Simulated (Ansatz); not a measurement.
Cu$_{3}$Pd:
```
Cu3Pd
1.0
    3.67309     0.00000     0.00000
    0.00000     3.67309     0.00000
    0.00000     0.00000     3.67309
Cu Pd
3 1
Direct
  0.00000   0.50000   0.50000
  0.50000   0.00000   0.50000
  0.50000   0.50000   0.00000
  0.00000   0.00000   0.00000
```

Relaxed with r²SCAN.

Question: Map the electron localisation function on the plane through (0.000, 0.500, 0.500) spanned by u = [1, 1, 0] and v = [1, 0, 1] in lattice vectors, from r²SCAN (plane waves, PAW; program Ansatz).

Answer: x is the fraction of u, y of v (the angle between them is 60°; rows are the nearest grid lines); atoms in the plane: Cu at (0.00, 0.00), Cu at (0.50, 0.00), Cu at (0.00, 0.50), Pd at (0.50, 0.50).
```
y \ x   0.000  0.0769  0.192  0.269  0.346  0.462  0.538  0.654  0.731  0.808  0.923   1.00
------  -----  ------  -----  -----  -----  -----  -----  -----  -----  -----  -----  -----
1.00    0.931   0.522  0.158  0.192  0.184  0.852  0.852  0.184  0.192  0.158  0.522  0.931
0.923   0.522   0.520  0.167  0.214  0.160  0.321  0.625  0.213  0.161  0.210  0.213  0.522
0.846   0.184   0.210  0.160  0.205  0.249  0.160  0.199  0.184  0.161  0.252  0.161  0.184
0.769   0.192   0.160  0.174  0.215  0.214  0.215  0.174  0.160  0.192  0.210  0.210  0.192
0.692   0.158   0.214  0.234  0.228  0.349  0.349  0.228  0.249  0.214  0.158  0.169  0.158
0.615   0.261   0.167  0.234  0.255  0.504  0.535  0.504  0.214  0.205  0.167  0.322  0.261
0.538   0.852   0.321  0.174  0.228  0.504  0.301  0.431  0.349  0.215  0.160  0.625  0.852
0.462   0.852   0.625  0.160  0.215  0.349  0.431  0.301  0.504  0.228  0.174  0.321  0.852
0.385   0.261   0.322  0.167  0.205  0.214  0.504  0.535  0.504  0.255  0.234  0.167  0.261
0.308   0.158   0.169  0.158  0.214  0.249  0.228  0.349  0.349  0.228  0.234  0.214  0.158
0.231   0.192   0.210  0.210  0.192  0.160  0.174  0.215  0.214  0.215  0.174  0.160  0.192
0.154   0.184   0.161  0.252  0.161  0.184  0.199  0.160  0.249  0.205  0.160  0.210  0.184
0.0769  0.522   0.213  0.210  0.161  0.213  0.625  0.321  0.160  0.214  0.167  0.520  0.522
0.000   0.931   0.522  0.158  0.192  0.184  0.852  0.852  0.184  0.192  0.158  0.522  0.931
```

The density is the valence pseudo-density with augmentation charge, so density and ELF within about 1 Å of a nucleus are not all-electron values.

Space group Pm-3m (Cu3Au type). The workflow started from an entry of the Crystallography Open Database (COD), which files this formula under 3 space groups. Its standing as an ambient phase is unchecked. The r²SCAN relaxation kept the symmetry of its start; of distortions, only those at the zone centre were tested. No spin polarisation was allowed.

Potentials: the later of the program's two PAW sets.
